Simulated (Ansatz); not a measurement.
Starting cell, AlCu (space group C2/m):

```
AlCu
1.0
    5.90996    -2.00618     0.00000
    5.90996     2.00618     0.00000
   -3.86862     0.00000     5.55959
Cu Al
5 5
Direct
  0.00000   0.00000   0.00000
  0.25816   0.25816   0.23991
  0.74184   0.74184   0.76009
  0.10948   0.10948   0.77284
  0.89052   0.89052   0.22716
  0.50000   0.50000   0.50000
  0.15490   0.15490   0.45942
  0.84510   0.84510   0.54058
  0.37704   0.37704   0.99452
  0.62296   0.62296   0.00548
```

The atoms are displaced by Q × the pattern below (from a DFPT mode at Γ, largest move 1; Q in Å), at fixed cell.

| atom | x | y | z |
|---|---|---|---|
| Cu2 | 0.000 | -0.168 | 0.000 |
| Cu3 | 0.000 | 0.168 | 0.000 |
| Cu4 | 0.000 | -0.162 | 0.000 |
| Cu5 | 0.000 | 0.162 | 0.000 |
| Al7 | 0.000 | -0.068 | 0.000 |
| Al8 | 0.000 | 0.068 | 0.000 |
| Al9 | 0.000 | -1.000 | 0.000 |
| Al10 | 0.000 | 1.000 | 0.000 |

Atoms not listed stay in place.

Method: LDA (plane waves to 420 eV, PAW, scalar-relativistic; Ansatz, a quantum-chemistry and plane-wave program). k mesh 12×12×8 (Γ-centred), Fermi-Dirac smearing 0.05 eV. With partly filled bands, energies and forces of such displacements shift with the k mesh and the smearing. AlCu is run without spin polarisation. AlCu was relaxed with its symmetry unable to fall.

At one point of the scan the forces (eV/Å) are:

```json
[
 {"atom": "Cu1", "Fx": "0.000", "Fy": "0.000", "Fz": "0.000"},
 {"atom": "Cu2", "Fx": "0.009", "Fy": "0.288", "Fz": "0.023"},
 {"atom": "Cu3", "Fx": "-0.009", "Fy": "-0.288", "Fz": "-0.023"},
 {"atom": "Cu4", "Fx": "0.010", "Fy": "0.279", "Fz": "-0.020"},
 {"atom": "Cu5", "Fx": "-0.010", "Fy": "-0.279", "Fz": "0.020"},
 {"atom": "Al6", "Fx": "0.000", "Fy": "0.000", "Fz": "0.000"},
 {"atom": "Al7", "Fx": "0.001", "Fy": "0.050", "Fz": "0.000"},
 {"atom": "Al8", "Fx": "-0.001", "Fy": "-0.050", "Fz": "0.000"},
 {"atom": "Al9", "Fx": "0.004", "Fy": "0.729", "Fz": "0.002"},
 {"atom": "Al10", "Fx": "-0.004", "Fy": "-0.729", "Fz": "-0.002"}
]
```

Q: Which point is it?
A) Q = 0.180 Å
B) Q = 0.060 Å
C) Q = 0.120 Å
D) Q = 0.150 Å

A: B, Q = 0.060 Å

(A displaced cell: forces are minus the slopes of the energy, force constants its curvatures, and phonons follow from these.)
